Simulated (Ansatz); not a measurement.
Below is a relaxed structure of Ca2YAlC6N6. The cell was found from a structure generator's guess, not taken from experiment.

Theory: DFT PBE, scalar-relativistic, plane waves, PAW in Ansatz. Cutoff 420 eV, Γ-centred mesh, Gaussian smearing, no spin polarisation.

```
Ca Y Al C N
1.0
     0.00000    5.60745    5.60745
     5.60745    0.00000    5.60745
     5.60745    5.60745    0.00000
Ca Y Al C N
2 1 1 6 6
Direct
  0.25000 0.25000 0.25000
  0.75000 0.75000 0.75000
  0.00000 0.00000 0.00000
  0.50000 0.50000 0.50000
  0.77802 0.22198 0.22198
  0.22198 0.77802 0.22198
  0.22198 0.22198 0.77802
  0.22198 0.77802 0.77802
  0.77802 0.22198 0.77802
  0.77802 0.77802 0.22198
  0.67296 0.32704 0.32704
  0.32704 0.67296 0.32704
  0.32704 0.32704 0.67296
  0.32704 0.67296 0.67296
  0.67296 0.32704 0.67296
  0.67296 0.67296 0.32704
```

The zero of energy is the elements' standard structures at the same level (N₂ as a molecule); no fitted shifts are applied.

Problem. Find its symmetry and describe it.

Solution. Fm-3m (No. 225). Conventional cell: a = 11.215 Å. Ca has 12 C at 3.98 Å and 12 N at 4.06 Å (long against covalent radii, as for large ions); around Y lie 6 C at 2.49 Å; Al has 6 N at 1.94 Å; C has 1 N at 1.18 Å, 1 Y at 2.49 Å, 1 Al at 3.12 Å, 4 C at 3.52 Å, 4 N at 3.67 Å and 4 Ca at 3.98 Å; N is surrounded by 1 C at 1.18 Å, 1 Al at 1.94 Å, 4 N at 2.74 Å, 1 Y at 3.67 Å, 4 C at 3.67 Å, 1 N at 3.88 Å and 4 Ca at 4.06 Å.

Problem. How far does it lie from the elements in energy?

Solution. +0.12 eV/atom. It can't be a ground state, since the elements alone are lower.

Problem. Is it a metal?

Solution. Yes, bands cross the Fermi level on the 6×6×6 mesh.

Problem. From what recipe could a structure generator have reached it?

Solution. One such recipe: cyanide-bridged rock-salt net of two metals, 2 guest cations a cell (Fm-3m, No. 225). Other recipes can lead to the same cell.

The last run used a 6×6×6 mesh for its 16-atom cell and Gaussian smearing of 0.10 eV. The reference form of C is held partly by dispersion forces, which this level lacks. A structure relaxed within its symmetry needn't be a true minimum.
